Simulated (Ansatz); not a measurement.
Crystals of one structure type (zinc blende) and one family of elements, relaxed and computed with plane-wave PAW LDA (Ansatz code).

```csv
crystal,V (Å³/atom),B₀ by P(V) fit (GPa)
BP,11.32,175
BAs,13.25,147
GaP,19.59,89.9
GaAs,21.98,?
AlAs,22.30,75.4
InP,24.73,71.2
```

Fit a straight line to ln B₀ against ln V and predict the withheld value.

Least squares on the 5 shown rows: ln B₀ = -1.20 × ln V + (8.080), with a scatter of 2 %. For GaAs this gives 79.2. The run itself gave 74.0, outside the scatter: the line misses something about this case.

All cells were relaxed under the symmetry of their starts (and spin orders); stability against distortions was not tested throughout. Scalar-relativistic: spin–orbit coupling is off unless named, which matters more the heavier the elements.

Potentials: the later of the program's two PAW sets.
